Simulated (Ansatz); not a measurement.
## Which element?

Cell vectors (Å):

```
 1.7391  1.0040  4.5773
-1.7391  1.0040  4.5773
 0.0000 -2.0081  4.5773
```

| atom | a | b | c |
| --- | --- | --- | --- |
| Na | 0.0000 | 0.0000 | 0.0000 |
| H | 0.5000 | 0.5000 | 0.5000 |
| X | 0.4168 | 0.4168 | 0.4168 |
| X | 0.5832 | 0.5832 | 0.5832 |

Computed with PBEsol, all-electron LAPW in Ansatz 0.2.0, scalar-relativistic. k mesh 8×8×8, fixed occupations.

Harmonic phonons of a crystal by Kohn-Sham DFT at the given cell, standard atomic masses, acoustic sum rule imposed; negative wavenumbers are unstable modes.

| point | q a (r.l.u.) | q b (r.l.u.) | q c (r.l.u.) | branch | phonon wavenumber (cm⁻¹) |
| --- | --- | --- | --- | --- | --- |
| Gamma | 0 | 0 | 0 | 4 | 151.2 |
| Gamma | 0 | 0 | 0 | 6 | 204 |
| Gamma | 0 | 0 | 0 | 7 | 219.9 |
| Gamma | 0 | 0 | 0 | 9 | 651 |
| Gamma | 0 | 0 | 0 | 10 | 1173 |
| Gamma | 0 | 0 | 0 | 12 | 1649 |

Question: All X atoms are one element. Which one was computed?

Answer: F; the crystal is NaHF$_{2}$ (R-3m).

Known limits: zone-boundary modes aren't tested; no LO-TO term at the zone centre.
